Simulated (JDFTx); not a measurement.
System: disilylmethane, CH8Si2 (SMILES [SiH3]C[SiH3]), charge 0, multiplicity 1; geometry: optimised with GFN2-xTB in vacuum (no frequencies checked; largest PBE force component 0.7 eV/Å). Bond lengths (Å): Si1–C2 1.898, Si1–H4 1.467, Si1–H5 1.464, Si1–H6 1.464, C2–Si3 1.898, C2–H7 1.091, C2–H8 1.091, Si3–H9 1.464, Si3–H10 1.464, Si3–H11 1.467. Angles (°): C2–Si1–H4 109.6, C2–Si1–H5 109.9, C2–Si1–H6 109.9, H4–Si1–H5 108.9, H4–Si1–H6 108.9, H5–Si1–H6 109.6, Si1–C2–Si3 115.5, Si1–C2–H7 108.8, Si1–C2–H8 108.7, Si3–C2–H7 108.7, Si3–C2–H8 108.7, H7–C2–H8 105.9, C2–Si3–H9 109.9, C2–Si3–H10 109.9 (the first ones only).

All numbers are PBE, GBRV ultrasoft potentials, plane waves to 20/100 Ha results from a modified build of JDFTx, not measurements. Liquid: CANDLE, water, 1 M NaF. The liquid run sits in a periodic box with 3.75 Å from the outermost atoms to the faces; the vacuum run is isolated. The box matters at about 0.01 eV. ΔG_solv is the difference of the two single-point energies, liquid minus vacuum; no corrections are added.

The values are those of the intact species: the continuum can't coordinate to it or react with it.

Q: Predict the solvation energy and the highest occupied level.

A: 
| Property | Result |
|---|---|
| solvation energy | 0.10 eV |
| part: cavitation term of the fluid | 0.61 eV |
| part: dispersion term of the fluid | -0.44 eV |
| part: electrostatic term of the fluid | -0.08 eV |
| part: distortion of the solute's electrons | 0.01 eV |
| dipole moment in vacuum | 0.70 D |
| dipole moment in the liquid | 1.02 D |
| highest occupied level in vacuum (zero: vacuum level) | -7.46 eV |
| highest occupied level in the liquid (zero: bulk electrolyte) | -7.15 eV |
